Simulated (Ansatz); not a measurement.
**IF: forces and stress of a distorted cell**

Cell: IF placed on the sites of a simple cubic array of dimers (box 2.5 bond lengths wide) (a generated, not necessarily known, phase), then sheared and rattled, expanded.

Level of theory: DFT, PBE, all-electron full-potential LAPW, scalar-relativistic, point nucleus in Ansatz 0.2 development build. Coarse mesh: 2×2×2 (half-step shift), σ = 0.15 eV (Fermi–Dirac). For a metal, stress, forces and moments on so few k-points can be far from the converged ones. No spin polarisation. Loosely bonded atoms or small units may carry spin, which this run forbids. Labels count atoms in the order given.

```
I F
1.0
     5.33696   -0.08017    0.07693
    -0.08017    5.14062   -0.08557
     0.07693   -0.08557    5.24345
I F
1 1
Direct
  0.75895 0.80257 0.64163
  0.00104 0.04265 0.86463
```

Forces (eV/Å): I1 (1.380, 1.290, 1.258); F2 (-1.380, -1.290, -1.258).

Stress xx yy zz yz xz xy in GPa, positive in compression: -2.06 -1.81 -1.72 -1.69 -1.81 -1.86.

* All-electron E − TS, for this scheme: -196365.066 eV
* Pressure: -1.86 GPa
* Largest force: 2.269 eV/Å
